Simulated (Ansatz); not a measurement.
A: Mo (bcc, W type), a = b = c = 3.1506 Å, α = β = γ = 90.00°
B: BaF2 (fluorite), a = b = c = 6.1947 Å, α = β = γ = 90.00°
C: CaO (rock salt), a = 4.795 Å, b = 4.795 Å, c = 4.795 Å, α = 90.00°, β = 90.00°, γ = 90.00°

Scan: energy against volume (even scaling of the relaxed cell, symmetry kept). All come from one method, each on a k mesh of its own. All were relaxed with their symmetry unable to fall. Mo is run without spin polarisation.

Problem. Put the candidates in order of bulk modulus (fitted), highest first, for r2SCAN (plane waves to 500 eV, PAW, scalar-relativistic; Ansatz, a program for electronic structure).

Solution. A (270 GPa), C (117 GPa), B (61.1 GPa)

(A scan under strain: stresses follow from slopes of the energy per volume, elastic moduli from its curvatures.)
